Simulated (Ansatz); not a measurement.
**Data sheet: SiRu2 (DFT)**

SiRu₂:
```
CELL_PARAMETERS angstrom
      3.71211     0.00000     0.00000
      0.00000     3.71211     0.00000
      0.00000     0.00000     5.91397
ATOMIC_POSITIONS crystal
  Ru 0.00000 0.00000 0.00000
  Ru 0.50000 0.50000 0.00000
  Ru 0.50000 0.00000 0.33524
  Ru 0.00000 0.50000 0.66476
  Si 0.50000 0.00000 0.72619
  Si 0.00000 0.50000 0.27381
```

Space group P4/nmm (No. 129); conventional cell a = b = 3.712 Å, c = 5.914 Å, α = β = γ = 90.00°.

Method: the program Ansatz at the PBEsol level (PAW). The cell and atoms are relaxed at this level. Other levels are named where they apply.

Cell and energy:

```
Item                                                           Value
-----------------------------------------------------  -------------
Volume per atom                                             13.58 Å³
Density                                                   9.38 g/cm³
Formation energy from the elements (no fitted shifts)  -0.25 eV/atom
```

Electronic structure:

```
Property                                                                    Result
------------------------------------  --------------------------------------------
Electronic character                                             metallic (no gap)
Density of states at the Fermi level  0.75 states/eV per atom (mean over ±0.08 eV)
Gap with spin–orbit coupling                                       none (metallic)
```

Mechanics:

```
Quantity                             Result
----------------------------------  -------
Bulk modulus (Birch–Murnaghan fit)  256 GPa
Pressure derivative B′                  4.7
```

Phonons:

```
Item                                            Value
-----------------------------  ----------------------
Highest zone-centre frequency                446 cm⁻¹
Zone-centre stability          no imaginary mode at Γ
```

A made-up cell: these elements were put on the sites of a structure type; neither database checked (COD, Materials Project) lists it. Whether it is the stable phase at ambient conditions was not checked. Symmetry was held in the PBEsol relaxation. The run is not spin-polarised. As this level gives no gap, phonon frequencies hold no LO–TO term and depend on the k-mesh and smearing (Fermi–Dirac, 0.1 eV here). The references are the lowest solids computed at this level, not always the standard phases. Scalar-relativistic: spin–orbit coupling is off unless named, which matters more the heavier the elements.

Potentials: the earlier of the program's two PAW sets. The files were generated under PBE; for other functionals the program regenerates the frozen cores, and for LDA and PBEsol the local potential too.
